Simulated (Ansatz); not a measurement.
How much do the gradients of Ca3Ga3N5 depend on the method?

Cell: a Materials Project structure (computed, not necessarily an observed phase), its atoms then relaxed with PBE in this cell.

```cif
data_Ca3Ga3N5
_symmetry_space_group_name_H-M 'P-1'
_symmetry_Int_Tables_number 2
_cell_length_a 5.9105
_cell_length_b 6.8834
_cell_length_c 8.4757
_cell_angle_alpha 107.476
_cell_angle_beta 105.465
_cell_angle_gamma 95.175
loop_
_atom_site_label
_atom_site_type_symbol
_atom_site_symmetry_multiplicity
_atom_site_Wyckoff_symbol
_atom_site_fract_x
_atom_site_fract_y
_atom_site_fract_z
Ca1 Ca 2 i 0.8180 0.4117 0.6073
Ca3 Ca 2 i 0.6593 0.8653 0.8785
Ca5 Ca 2 i 0.6555 0.6374 0.1972
Ga7 Ga 2 i 0.9060 0.3115 0.9689
Ga9 Ga 2 i 0.7121 0.9440 0.5631
Ga11 Ga 2 i 0.1351 0.8671 0.7158
N13 N 2 i 0.9703 0.1052 0.7791
N15 N 2 i 0.8497 0.6947 0.5092
N17 N 2 i 0.7563 0.5296 0.8897
N19 N 2 i 0.3960 0.9314 0.6176
N21 N 2 i 0.2848 0.7715 0.9031
```

One atom of each set is listed.

First run. Method: Kohn–Sham DFT in Ansatz, PBE, plane waves and PAW, scalar-relativistic, 420 eV cutoff, Γ-centred 5×5×4 k-points, Fermi–Dirac smearing 0.02 eV.

```tsv
site	V_zz (10²¹ V/m²)	η
Ca1	5.60	0.28
Ca3	3.31	0.68
Ca5	3.83	0.86
Ga7	-4.98	0.90
Ga9	6.46	0.60
Ga11	-5.53	0.40
N13	-3.26	0.41
N15	-3.45	0.67
N17	-2.83	0.24
N19	-3.57	0.56
N21	3.01	0.48
```

Second run. The same atoms and settings, except that the functional is LDA.

Problem. What does the second run give?

Solution. 

```json
{"site": "Ca1", "V_zz": "5.55", "η": "0.28", "change of V_zz": "-0.05"}
{"site": "Ca3", "V_zz": "3.35", "η": "0.67", "change of V_zz": "+0.04"}
{"site": "Ca5", "V_zz": "3.84", "η": "0.87", "change of V_zz": "+0.01"}
{"site": "Ga7", "V_zz": "-5.02", "η": "0.89", "change of V_zz": "-0.04"}
{"site": "Ga9", "V_zz": "6.45", "η": "0.58", "change of V_zz": "-0.01"}
{"site": "Ga11", "V_zz": "-5.50", "η": "0.40", "change of V_zz": "+0.03"}
{"site": "N13", "V_zz": "-3.25", "η": "0.40", "change of V_zz": "+0.01"}
{"site": "N15", "V_zz": "-3.44", "η": "0.68", "change of V_zz": "+0.01"}
{"site": "N17", "V_zz": "-2.81", "η": "0.22", "change of V_zz": "+0.02"}
{"site": "N19", "V_zz": "-3.55", "η": "0.55", "change of V_zz": "+0.02"}
{"site": "N21", "V_zz": "3.00", "η": "0.46", "change of V_zz": "-0.01"}
```

The largest change of V_zz is on Ca1, from 5.60 to 5.55. In per cent, |V_zz| changes by -1 to +1 on Ca, 0 to +1 on Ga, -1 to 0 on N (all sites that start above 0.5).

For the second run: At this cell the LDA pressure is -8 GPa, so with LDA the cell would shrink if it were relaxed. The largest force is 0.4 eV/Å, so the atoms aren't at the calculated equilibrium and relaxing them would move these values.
